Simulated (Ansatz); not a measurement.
Ru (body-centred tetragonal, I4/mmm) at seven volumes, plane-wave PAW PBE (Ansatz code), shape and atoms relaxed at each. One row is withheld.

```tsv
V (Å³/atom)	P (GPa)
13.050	?
13.480	19.14
13.911	8.70
14.341	0.00
14.771	-7.25
15.201	-13.32
15.631	-18.42
```

Fit the shown pressures and predict the withheld one.

P = (3/2)B₀(x^(7/2) − x^(5/2))[1 + (3/4)(B′ − 4)(x − 1)] with x = (V₀/V)^(2/3). Least squares on the six rows gives V₀ = 14.342 Å³/atom, B₀ = 265 GPa, B′ = 4.97. At V = 13.050, x = 1.0650 and P = 31.65 GPa. The run itself gave 31.63 GPa.

The start of the workflow was typed in or built on a structure type; neither database checked (COD, Materials Project) lists it. It is not the phase usual at ambient conditions (space group No. 194). Symmetry was held in the PBE relaxation; its stability against distortions is not shown here. The final state is ferromagnetic, chosen from 4 collinear starts compared on coarse meshes (ties went to the first, and starts can fall back to one state), not a proven ground state.

Potentials: the later of the program's two PAW sets.
